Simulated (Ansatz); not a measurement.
Consider a crystal of K2Ge3 in space group I4_132 (No. 214), with K on 8a; Ge on 12d. Recipe of this trial structure of K2Ge3: 4-connected net of one element, guests in its cages (guest K).

Theory: DFT PBE, scalar-relativistic, plane waves, PAW in Ansatz. Cutoff 420 eV, Γ-centred mesh, Gaussian smearing, no spin polarisation.

Energies over the elements count from the elements' standard structures at the same level, with no fitted energy shifts.

Q: Which cell and coordinates does it relax to?

A:

Space group I4_132 (No. 214). a = 8.625 Å, b = 8.625 Å, c = 8.625 Å, α = 90.00°, β = 90.00°, γ = 90.00°
```json
{"atom": "K", "site": "8a", "symmetry": ".32", "x": "0.3750", "y": "0.1250", "z": "0.8750"}
{"atom": "Ge", "site": "12d", "symmetry": "2.22", "x": "0.2500", "y": "0.6250", "z": "0.0000"}
```

K has 3 K at 3.05 Å, 6 Ge at 4.03 Å and 9 Ge at 4.57 Å; around Ge lie 4 Ge at 2.64 Å.

Q: And its energy and gap?

A: The energy over the elements is +0.30 eV/atom and the gap on the 6×6×6 mesh of the 10-atom cell is 0 eV (a metal). It can't be a ground state, since the elements alone are lower.

The last run used Gaussian smearing of 0.10 eV. Symmetry constrained the relaxation, so the result can be a saddle point.
